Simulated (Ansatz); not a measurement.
Input and command of a plane-wave DFT calculation in Ansatz:

```yaml
crystal:
  lattice:
    - [5.4289056141, 0.0, 0.0]
    - [-2.714452807, 4.7015701766, 0.0]
    - [0.0, 0.0, 4.2618396446]
  atoms:
    - { symbol: Sr, position: [0.0, 0.0, 0.0] }
    - { symbol: Pt, position: [0.5, 0.0, 0.5] }
    - { symbol: Pt, position: [0.5, 0.5, 0.5] }
    - { symbol: Pt, position: [0.0, 0.5, 0.5] }
    - { symbol: Pt, position: [0.3333333474, 0.6666666526, 0.0] }
    - { symbol: Pt, position: [0.6666666526, 0.3333333474, 0.0] }
basis:
  ecutwfc: 420
kpoints:
  mp_grid: { grid: [12, 12, 8] }
hamiltonian:
  xc: pbesol
scf:
  occupations: { method: gaussian, width: 0.1 }
output:
  forces: true
  stress: true
  eigenvalues: true
  write_density: true
  write_potential: true
  elf: true
  volumetric_format: npy
relax:
  adjacent_minimum: "off"
  f_tol: 0.008
  max_steps: 40
  cell: { stress_tol: 0.015, fix: [c, angles] }
```

```bash
ansatz run input.yaml --threads 1 --pin off --max-ram 2560MiB --backend cpu --events-out ev --progress --plain --runs-dir out
```

Processor: Arm Neoverse V2, 1 thread, on a host shared with other jobs.

Task: Estimate time, memory and problem size.

Result: About 6.2 min on 1 thread of Arm Neoverse V2 (shared host), peak memory 1.1 GiB. It solves 60 bands at 215 k points (the mesh reduced by symmetry) with about 2121 plane waves (on the last cell), in 32 SCF iterations over 5 ionic steps.
